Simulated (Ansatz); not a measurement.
**ZnPt3: pressure against volume**

A database entry relaxed whole under r2SCAN (Pm-3m):

```
CELL_PARAMETERS angstrom
3.89592 0.00000 0.00000
0.00000 3.89592 0.00000
0.00000 0.00000 3.89592
ATOMIC_POSITIONS crystal
Zn 0.00000 0.00000 0.00000
Pt 0.00000 0.50000 0.50000
Pt 0.50000 0.00000 0.50000
Pt 0.50000 0.50000 0.00000
```

The cell was scaled uniformly, its shape held, and the atoms relaxed at each volume with plane-wave PAW DFT (Ansatz 0.2.0; r2SCAN, 500 eV, 9×9×9 Γ-centred mesh, fermi-dirac occupations of width 0.100 eV; no spin, no spin-orbit coupling). One row is withheld.

```tsv
volume (Å³/atom)	energy over the lowest (meV/atom)	pressure (GPa)
13.896	43.2	17.10
14.192	18.1	10.67
14.488	4.2	5.02
14.783	0.0	0.03
15.079	?	?
15.375	16.5	-8.20
15.670	35.2	-11.59
```

Task: Fit the pressures of the other rows to the third-order Birch-Murnaghan form.

Result: With f = [(V₀/V)^(2/3) − 1]/2 and P = 3B₀f(1 + 2f)^(5/2)[1 + 3(B₀′ − 4)f/2], least squares gives V₀ = 14.79 Å³ an atom, B₀ = 233 GPa and B₀′ = 5.4; the rows miss the fit by less than 0.01 GPa. The slope of the energies differs from these pressures by 0.23 GPa, since they are taken to zero smearing while pressures follow the free energy.

Task: What does the withheld row hold?

Result: The fit gives -4.35 GPa at 15.079 Å³; the run gave -4.35 GPa and 4.5 meV an atom.

Caveats: the shape of the cell was held; 0 K, fixed nuclei; the symmetry was kept, and this need not be the phase that is stable at 0 K; one mesh for all volumes; pressure is positive in compression.
